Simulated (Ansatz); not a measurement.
Given:

Ba₂YReO₆ (space group Fm-3m)

```cif
data_Ba2O6ReY
_chemical_formula_sum 'Ba2 Y1 Re1 O6'
_space_group_name_H-M_alt 'P 1'
_space_group_IT_number 1
_cell_length_a 5.87814
_cell_length_b 5.87814
_cell_length_c 5.87814
_cell_angle_alpha 60.000
_cell_angle_beta 60.000
_cell_angle_gamma 60.000
loop_
_space_group_symop_operation_xyz
  'x, y, z'
loop_
_atom_site_label
_atom_site_type_symbol
_atom_site_fract_x
_atom_site_fract_y
_atom_site_fract_z
_atom_site_occupancy
Ba1 Ba 0.75000 0.75000 0.75000 1
Ba2 Ba 0.25000 0.25000 0.25000 1
Y1 Y 0.50000 0.50000 0.50000 1
Re1 Re 0.00000 0.00000 0.00000 1
O1 O 0.76583 0.76583 0.23417 1
O2 O 0.23417 0.23417 0.76583 1
O3 O 0.23417 0.76583 0.76583 1
O4 O 0.76583 0.23417 0.23417 1
O5 O 0.76583 0.23417 0.76583 1
O6 O 0.23417 0.76583 0.23417 1
```

The volume is varied about the relaxed value V₀ at fixed cell shape. The atoms relax within the cell's symmetry.

These are PBEsol (plane waves to 420 eV, PAW, scalar-relativistic; Ansatz, an electronic-structure program) values and carry that method's errors. k mesh 10×10×10 (Γ-centred), Fermi-Dirac smearing 0.05 eV. Energies are smeared free energies. Compression counts positive. Ba2YReO6 is run without spin polarisation and with no Hubbard U. Ba2YReO6 was relaxed with its symmetry unable to fall. Spin-orbit coupling is left out, though Re is heavy. The zero of ΔE is the relaxed starting cell.

The scan covers V/V₀ from 0.840 to 1.160 in 13 points.

Task: What pressure does the cell carry at V/V₀ = 0.840?

Result: 40.4 GPa.

Task: What is ΔE at V/V₀ = 0.840?

Result: 246 meV/atom.

Task: What is ΔE at V/V₀ = 1.160?

Result: 134 meV/atom.

(A scan under strain: stresses follow from slopes of the energy per volume, elastic moduli from its curvatures.)
